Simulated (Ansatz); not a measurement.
Structures of Tl2Si3: which is lowest?

Plane-wave DFT in Ansatz with scalar-relativistic PAW potentials, cutoff 420 eV, Γ-centred meshes chosen by cell and gap, Gaussian smearing with energies taken to zero width. Every cell was relaxed (cell and atoms) in a run of its own, within the symmetry of its start. Functional: PBE.

Relaxed structures (starts from databases or built by putting these elements on another compound's sites):
A. R-3m, 5 atoms in the computed cell, a = 3.781 Å, c = 28.855 Å; sites (symmetry × multiplicity) Tl 3m × 6, Si -3m × 3 + 3m × 6; start: built
B. P-3m1, 5 atoms in the computed cell, a = 3.891 Å, c = 9.632 Å; sites (symmetry × multiplicity) Tl 3m. × 2, Si -3m. × 1 + 3m. × 2; start: built

**Question.** Rank them by energy. Could pressure change the order?

**Answer.**
| structure | group | E − E(lowest) (meV/atom) | V (Å³/atom) | gap on mesh (eV) |
| --- | --- | --- | --- | --- |
| B | P-3m1 | 0.0 | 25.26 | 0.00 |
| A | R-3m | 68 | 23.81 | 0.00 |

B is lowest, 68 meV/atom under A. A is denser by 1.45 Å³/atom, so pressure favours it: ΔE/ΔV, with ΔE in eV and 1 eV/Å³ = 160.2 GPa, gives about 7 GPa for equal enthalpy if both cells were rigid, a rough figure since the two compress differently. Other structures may lie lower than all of these, and vibrations aren't counted.

Spin-orbit coupling is left out, which matters for the bands of heavy elements. For Tl, Pb and Bi spin-orbit coupling shifts energies too.